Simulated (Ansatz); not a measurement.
Hf (bcc (W type), Im-3m) at seven volumes, DFT-r²SCAN in the program Ansatz with PAW potentials, scaled uniformly. One row is withheld.

```
V (Å³/atom)  P (GPa)
-----------  -------
20.146         11.07
20.810          6.85
21.474             ?
22.138          0.00
22.802         -2.78
23.466         -5.27
24.130         -7.52
```

Fit the shown pressures and predict the withheld one.

Third-order Birch–Murnaghan: P = (3/2)B₀(x^(7/2) − x^(5/2))[1 + (3/4)(B′ − 4)(x − 1)] with x = (V₀/V)^(2/3). Least squares on the six rows gives V₀ = 22.141 Å³/atom, B₀ = 100.4 GPa, B′ = 3.28. At V = 21.474, x = 1.0206 and P = 3.23 GPa. The run itself gave 3.18 GPa.

This is a known high-temperature phase of the composition, computed here at zero pressure and temperature. The r²SCAN relaxation kept the symmetry of its start. At this level the phase is mechanically unstable. The run is not spin-polarised. Scalar-relativistic: spin–orbit coupling is off unless named, which matters more the heavier the elements.

Potentials: the later of the program's two PAW sets.
